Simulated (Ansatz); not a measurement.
**IrO: start and end of a relaxation**

The guess for IrO was made by a generator: random cell by space group and Wyckoff sites (R-3m, No. 166). Lengths were set from tabulated atomic sizes, so they are only a guess.

start.xyz

```xyz
2
Lattice="1.9404 1.1203 2.1097 -1.9404 1.1203 2.1097 0.0000 -2.2405 2.1097" Properties=species:S:1:pos:R:3 pbc="T T T"
Ir    0.0000    0.0000    0.0000
O     0.0000    0.0000    3.1646
```

Method: DFT PBE, scalar-relativistic, plane waves, PAW in Ansatz 0.2.0. Cutoff 420 eV, Gaussian smearing, Γ-centred meshes. Cell and atoms relax first on a coarse mesh and then on a finer one. In between, the cell is made exact in the group found at 0.06 Å. In metals the finer mesh still leaves noise of several meV/atom or more. The steps can't lower the symmetry of their start. Collinear spin, starting moments Ir 1.0 μB; they died out on the coarse mesh, so the last step has no spin.

end.xyz

```xyz
2
Lattice="1.7889 1.0328 2.0145 -1.7889 1.0328 2.0145 0.0000 -2.0656 2.0145" Properties=species:S:1:pos:R:3 pbc="T T T"
Ir    0.0000    0.0000    0.0000
O     0.0000    0.0000    3.0218
```

The symmetry stays R-3m (No. 166). The volume per atom shrinks by 18.8 %, from 13.8 to 11.2 Å³. The shortest distance goes from 2.48 Å (Ir–O) to 2.30 Å (Ir–O). The energy falls by about 0.33 eV/atom (the start's value is from the coarse mesh).

```yaml
Volume_per_atom: 11.17 Å³
Density: 15.48 g/cm³
Formation_energy: +0.80 eV/atom
Gap_on_the_24×24×24_mesh_of_the_2-atom_cell: 0 eV (a metal)
```

Energies over the elements count from the elements' standard structures at the same level (O₂ as a molecule), with no fitted energy shifts. The separate elements lie lower, so it is unstable against them.

The last run used Gaussian smearing of 0.10 eV. These runs have no spin–orbit coupling, which can matter for Ir. An odd number of electrons in the primitive cell allows no gap without spin; a larger cell or a magnetic state could open one. A structure relaxed within its symmetry needn't be a true minimum. In all, the 3 runs took 70 s on 1 thread of Intel(R) Xeon(R) 6975P-C (Granite Rapids) (shared host).
